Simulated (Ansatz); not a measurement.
Here is the system:

Si3P4:
```
CELL_PARAMETERS angstrom
     -4.04314     4.04314     4.04314
      4.04314    -4.04314     4.04314
      4.04314     4.04314    -4.04314
ATOMIC_POSITIONS crystal
  Si 0.25000 0.62500 0.37500
  Si 0.75000 0.87500 0.12500
  Si 0.37500 0.25000 0.62500
  Si 0.12500 0.75000 0.87500
  Si 0.62500 0.37500 0.25000
  Si 0.87500 0.12500 0.75000
  P  0.99934 0.99934 0.99934
  P  0.50000 0.00000 0.50066
  P  0.00000 0.50066 0.50000
  P  0.50066 0.50000 0.00000
  P  0.49934 0.49934 0.49934
  P  0.50000 0.00000 0.00066
  P  0.00066 0.50000 0.00000
  P  0.00000 0.00066 0.50000
```

This is the r²SCAN-relaxed structure.

### Question
All from plane-wave PAW r²SCAN (Ansatz code), unless another level is named. Estimate the electronic character.

### Answer
metallic (no gap).

### Question
What about the formation energy from the elements (no fitted shifts)?

### Answer
0.022 eV/atom.

### Question
Predict the density of states at the Fermi level.

### Answer
0.05 states/eV per atom (mean over ±0.08 eV).

Space group I-43d. A made-up cell: these elements were put on the sites of a structure type; neither database checked (COD, Materials Project) lists it. Whether it is the stable phase at ambient conditions was not checked. The r²SCAN relaxation kept the symmetry of its start; its stability against distortions is not shown here. The references are the lowest solids computed at this level, not always the standard phases.

Potentials: the later of the program's two PAW sets.
